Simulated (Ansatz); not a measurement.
**Formation energy of Cu$_{3}$Sb**

```xyz
4
Lattice="0.0000 3.0667 3.0667 3.0667 0.0000 3.0667 3.0667 3.0667 0.0000" Properties=species:S:1:pos:R:3 pbc="T T T"
Cu    3.0667    3.0667    3.0667
Cu    1.5334    1.5334    1.5334
Cu    4.6001    4.6001    4.6001
Sb    0.0000    0.0000    0.0000
```

The cell comes from a relaxation on PAW files under the same functional, begun from a database entry that needn't be the ground state.

Level of theory: DFT with PBEsol, scalar-relativistic, in Ansatz 0.2.0; a Γ-centred 10×10×10 k mesh, Fermi–Dirac smearing of 0.05 eV, no spin polarisation. LAPW: all electrons, basis error target 0.5 meV/atom; PAW: frozen-core files, cutoff 420 eV.

The elements are taken as Cu fcc, Sb A7, each relaxed on PAW files under the same functional and computed by the same method as the compound; zero-point and thermal terms are left out.

Spin–orbit coupling is left out, which matters for the heavy atoms. The PAW files were made under PBE.

What is the formation energy by LAPW, and how far do the other methods lie from it?

0.183 eV/atom; PAW +0.2 meV/atom. The compound is unstable against these elements; other compounds of the system weren't compared.

Give the LAPW value for one formula unit in kJ/mol.

0.183 eV/atom × 4 atoms × 96.485 kJ/(mol·eV) = 70.6 kJ/mol, at zero temperature and without zero-point motion.
